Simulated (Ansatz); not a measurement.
ZrHg (space group P4/mmm)

```
ZrHg
1.0
    3.10973     0.00000     0.00000
    0.00000     3.10973     0.00000
    0.00000     0.00000     4.23500
Zr Hg
1 1
Cartesian
  1.55486   1.55486   2.11750
  0.00000   0.00000   0.00000
```

The slice is a (010) plane (indices of the conventional cell) through the point (0.500, 0.500, 0.500) (fractional), spanned by u = [100] and v = [001] in vectors of this cell: u (3.11 Å) and v (4.24 Å, at 90° to u). It covers one period; positions are fractions (u, v).

Calculation: PBEsol (plane waves to 420 eV, PAW, scalar-relativistic; Ansatz, an electronic-structure program). k mesh 15×15×11. Near the nuclei the fields are pseudised (PAW); where an atom keeps semicore shells as valence, they peak there. Spin-orbit coupling is left out, though Hg is heavy. ZrHg is run without spin polarisation. ZrHg was relaxed with its symmetry unable to fall.

Question: What is the ELF at the midpoint of the shortest Zr–Zr line in this plane (3.11 Å)?

Answer: 0.29.

Question: What is the valence density on the shortest Zr–Zr line in this plane (3.11 Å), at its midpoint?

Answer: 0.21 e/Å³.

Question: Sketch the electrostatic potential energy of an electron, from the cell's mean on this plane as a map.

Answer: 
```tsv
v \ u	0.00	0.11	0.22	0.33	0.44	0.56	0.67	0.78	0.89
0.88	x	x	x	<3.0	7.6	7.6	<3.0	x	x
0.75	<3.0	<3.0	4.1	8.0	10.0	10.0	8.0	4.1	<3.0
0.62	9.0	9.3	9.8	10.2	10.2	10.2	10.2	9.8	9.3
0.50	11.3	11.2	10.9	10.2	9.6	9.6	10.2	10.9	11.2
0.38	9.0	9.3	9.8	10.2	10.2	10.2	10.2	9.8	9.3
0.25	<3.0	<3.0	4.1	8.0	10.0	10.0	8.0	4.1	<3.0
0.12	x	x	x	<3.0	7.6	7.6	<3.0	x	x
0.00	x	x	x	<3.0	6.0	6.0	<3.0	x	x
```

Values: electrostatic potential energy of an electron, from the cell's mean, in eV. Points within 1 Å of a nucleus are blanked (x), as the pseudised field means little there. Values under 3 eV are set to 3. The zero, the cell's mean, hangs on the PAW cores.
